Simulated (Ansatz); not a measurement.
A geometry of SrTiO3 away from equilibrium: step 3 of the relaxation of a relaxed SrTiO3 cell shaken by Gaussian noise of σ = 0.08 Å a coordinate. Level of theory: PBEsol (plane waves to 420 eV, PAW, scalar-relativistic; Ansatz, a program for electronic structure). Γ-centred k-mesh 5×5×5 on the run's cell (coarser than for final values), Fermi–Dirac smearing 0.05 eV. The plane waves were selected for a different cell earlier on the path.

```xyz
10
Lattice="2.7135 1.5792 4.4333 -2.7217 1.5772 4.4391 -0.0058 -3.1535 4.4351" Properties=species:S:1:pos:R:3 pbc="T T T"
Sr     0.0554    -0.0378     3.2934
Sr     0.0102     0.0324     9.9107
Ti     0.0712     0.0019    -0.0439
Ti     0.0282     0.0398     6.5704
O     -0.1208     1.5243     7.7985
O     -1.2503    -0.9965     7.7781
O      1.4848    -0.6869     7.6790
O      0.1495    -1.5639     5.4924
O      1.2709     0.9739     5.5272
O     -1.4433     0.6408     5.6180
```

Question: Give the Cartesian forces on all atoms (eV/Å).

Answer: 
| atom | Fx | Fy | Fz |
|---|---|---|---|
| Sr1 | -0.14 | 0.24 | -0.10 |
| Sr2 | 0.13 | -0.19 | 0.16 |
| Ti3 | -0.62 | 0.35 | -0.51 |
| Ti4 | 0.71 | -0.55 | 0.74 |
| O5 | -0.06 | -0.01 | 0.18 |
| O6 | 0.38 | 0.20 | -0.14 |
| O7 | 0.08 | -0.13 | 0.16 |
| O8 | 0.08 | 0.01 | -0.03 |
| O9 | -0.04 | -0.17 | -0.08 |
| O10 | -0.52 | 0.25 | -0.37 |

The path ends in P1 (No. 1) at a tolerance of 0.01 Å, Cc (No. 9) at 0.1 Å. No spin polarisation in the result.

The end of the path is a generated cell of SrTiO3: the first start was made by placing the elements on the sites of a structure type, and the end was not matched to a known phase here, so it may be hypothetical. Known forms of SrTiO3 include space group No. 221.
